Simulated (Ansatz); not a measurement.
## Stationary points along a deformation path in ScF$_{3}$

The calculation used DFT LDA, scalar-relativistic, plane waves, PAW in Ansatz 0.2.0. The runs took a 420 eV cutoff, a Γ-centred 6×6×6 mesh and Gaussian smearing (0.05 eV). No spin polarisation. Energies are free energies at this smearing, counted from the undisturbed cell; pressure is positive in compression.

The starting cell (as given, not relaxed at this level; it stands at -3.0 GPa):

```
Sc F
1.0
     4.01245    0.00000    0.00000
     0.00000    4.01245    0.00000
     0.00000    0.00000    4.01245
Sc F
1 3
Direct
  0.00000 0.00000 0.00000
  0.50000 0.00000 0.00000
  0.00000 0.50000 0.00000
  0.00000 0.00000 0.50000
```

At fixed volume and fractional coordinates, lengths along (0.577, 0.577, 0.577) are scaled against those across it; ρ is that ratio over its starting value. V = 16.150 Å³/atom. Δσ is the stress along the axis less the mean stress across it (compression positive).

```csv
ρ,ΔE (meV/atom),Δσ (GPa),space group
0.500,623.0,28.01,R-3m
0.600,329.8,19.90,R-3m
0.710,145.3,12.81,R-3m
0.850,32.8,5.93,R-3m
0.930,6.7,2.71,R-3m
1.000,0.0,0.00,Pm-3m
1.080,8.1,-3.25,R-3m
1.200,50.3,-8.97,R-3m
1.410,215.0,-22.62,R-3m
1.700,648.6,-48.13,R-3m
2.000,1330.2,-77.48,R-3m
```

Question: How does the stress give the slope of the energy, and where is the energy stationary?

Answer: Along the path d ln(length) is 2/3 d ln ρ on the axis and −1/3 d ln ρ across it, so dE/d ln ρ = −(2/3) V Δσ: the energy falls with ρ where Δσ is positive. Δσ vanishes or changes sign at ρ = 1.000 (Pm-3m), a minimum at 0.0 meV/atom. Pairs of stationary points between two samples would go unseen, and could change a minimum read from distant neighbours into a maximum. At ρ = 1.000 the cell is cubic, where symmetry alone makes the stress isotropic and the slope zero.

Question: Which shear constant sets the curvature at ρ = 1?

Answer: For a cubic crystal E/V = (2/3) C (ln ρ)² with C = C44, so Δσ = −2C ln ρ. The parabola of Δσ against ln ρ through ρ = 0.930, 1 and 1.080 gives C ≈ 19.8 GPa with the ions clamped, rough because the steps are large. It is the stress–strain coefficient at this cell's pressure of -3.0 GPa, not the zero-pressure constant.